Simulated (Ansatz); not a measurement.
Si2Mo:
```yaml
crystal:
  lattice:
    - [4.58494, 0.00000, 0.00000]
    - [-2.29247, 3.97067, 0.00000]
    - [0.00000, 0.00000, 6.57694]
  atoms:
    - { symbol: Si, position: [0.16386, 0.83614, 0.83333] }
    - { symbol: Si, position: [0.32771, 0.16386, 0.16667] }
    - { symbol: Si, position: [0.16386, 0.32771, 0.50000] }
    - { symbol: Si, position: [0.83614, 0.16386, 0.83333] }
    - { symbol: Si, position: [0.67229, 0.83614, 0.16667] }
    - { symbol: Si, position: [0.83614, 0.67229, 0.50000] }
    - { symbol: Mo, position: [0.50000, 0.00000, 0.50000] }
    - { symbol: Mo, position: [0.50000, 0.50000, 0.83333] }
    - { symbol: Mo, position: [0.00000, 0.50000, 0.16667] }
```

Relaxed with r²SCAN. Independent-particle spectrum: no excitons, no local fields, no scissors shift; 0.1 eV broadening; ε₁ of the summed bands alone.

Tabulate the dielectric function from the program Ansatz at the r²SCAN level (PAW).



```
E (eV)  ε₁ xx  ε₂ xx   ε₁ zz  ε₂ zz
------  -----  -----  ------  -----
0.0     26.68   0.00   24.12   0.00
0.5     27.88   0.00   25.16   0.00
1.0     31.82   2.06   30.62   1.27
1.5     40.69  11.08   26.80  11.58
2.0     27.72  32.50   27.05  19.52
2.5     10.49  23.67   15.37  11.09
3.0      9.37  18.43   20.64  15.57
3.5     14.28  16.95   16.08  15.23
4.0      8.35  20.60   21.05  18.74
4.5      6.53  19.46   15.72  30.35
5.0      6.36  20.05    2.98  30.10
5.5      5.00  23.95   -2.44  26.11
6.0     -5.34  24.05   -4.82  20.32
6.5     -7.61  18.67   -7.18  17.19
7.0     -7.67  14.23   -5.88  15.91
7.5     -9.99  12.41  -11.58  10.72
8.0     -9.69   8.34   -9.01   7.85
8.5     -8.04   6.81   -8.15   5.99
9.0     -7.77   5.24   -6.97   4.66
9.5     -6.82   3.46   -5.83   3.55
10.0    -5.75   3.10   -5.29   3.86
10.5    -5.01   2.49   -5.47   2.87
11.0    -4.46   2.13   -4.71   2.23
11.5    -4.14   1.70   -4.17   1.60
12.0    -3.54   1.31   -3.56   1.27
```

From ε at 1.6 eV (xx: 41.38 + 15.70i), find n, k, the normal reflectivity and the absorption coefficient.

n = 6.54, k = 1.200, R = 55 %, α = 2kE/ħc = 190000 cm⁻¹.

With all bands, ε∞ without local fields is 26.8 (xx = yy), 24.2 (zz). DFPT, with local fields, gives 26.5 (xx = yy), 23.7 (zz).

Space group P6_222. The first step of the workflow began from a Materials Project structure, measured or hypothetical; the Crystallography Open Database copy checked does not list it. It is not the phase usual at ambient conditions (space group No. 139). Symmetry was held in the r²SCAN relaxation; phonons on a q-mesh show no instability. No spin polarisation was allowed. Spin–orbit coupling is left out wherever it is not named.

Potentials: the earlier of the program's two PAW sets.
